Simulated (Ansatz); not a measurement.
Polymorphs of Re, each relaxed with PBEsol in the plane-wave PAW code Ansatz:

A: 9R (Sm type) (R-3m)
a = 2.7528 Å, b = 2.7528 Å, c = 19.9713 Å, α = 90.00°, β = 90.00°, γ = 120.00°

```tsv
atom	site	symmetry	x	y	z
Re	3a	-3m	0.0000	0.0000	0.0000
Re	6c	3m	0.0000	0.0000	0.2222
```

B: diamond (Fd-3m)
a = b = c = 5.594 Å, α = β = γ = 90.00°

```csv
atom,site,symmetry,x,y,z
Re,8b,-43m,0.5000,0.5000,0.5000
```

Problem. Order them by energy per atom at 0 K (lowest first) at the level PBEsol.

Solution. A (+0 meV/atom), B (+1800 meV/atom)

Typed or built starts, not in the databases checked: B. Not the usual ambient phase: A; B. Unstable at this level: B. All cells were relaxed under the symmetry of their starts (and spin orders); stability against distortions was not tested throughout. Rows with no word on spin ran without spin polarisation. Scalar-relativistic: spin–orbit coupling is off unless named, which matters more the heavier the elements.

Energies hold the estimated change up to a 700 eV cutoff; steps of a few meV lie near the error of the meshes.

Potentials: the later of the program's two PAW sets.
